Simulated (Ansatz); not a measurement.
Consider the following.

Mg4Te3S:
```cif
data_Mg4STe3
_chemical_formula_sum 'Mg4 Te3 S1'
_space_group_name_H-M_alt 'Pmm2'
_space_group_IT_number 25
_space_group_name_Hall 'P 2 -2'
_cell_length_a 4.36588
_cell_length_b 8.79606
_cell_length_c 6.09964
_cell_angle_alpha 90.000
_cell_angle_beta 90.000
_cell_angle_gamma 90.000
loop_
_atom_site_label
_atom_site_type_symbol
_atom_site_symmetry_multiplicity
_atom_site_Wyckoff_symbol
_atom_site_fract_x
_atom_site_fract_y
_atom_site_fract_z
_atom_site_occupancy
Mg1 Mg 2 g 0.00000 0.27376 0.98141 1
Mg2 Mg 1 c 0.50000 0.00000 0.48424 1
Mg3 Mg 1 d 0.50000 0.50000 0.54769 1
Te1 Te 2 h 0.50000 0.26487 0.25128 1
Te2 Te 1 a 0.00000 0.00000 0.75541 1
S1 S 1 b 0.00000 0.50000 0.74728 1
```

This is the LDA-relaxed structure.

**Question.** All from LDA (plane waves, PAW; program Ansatz), unless another level is named. Predict the formation energy from the elements (no fitted shifts).

**Answer.** -0.97 eV/atom.

**Question.** What about the band gap?

**Answer.** 1.73 eV (indirect).

**Question.** Predict the weight of the valence-edge state by species (Voronoi cells).

**Answer.** Te 82 %, Mg 18 %.

The first step of the workflow began from a Materials Project structure, measured or hypothetical; the Crystallography Open Database copy checked does not list it. Whether it is the stable phase at ambient conditions was not checked. Symmetry was held in the LDA relaxation; of distortions, only those at the zone centre were tested. The references are the lowest solids computed at this level, not always the standard phases. Scalar-relativistic: spin–orbit coupling is off unless named, which matters more the heavier the elements.

Potentials: the later of the program's two PAW sets.
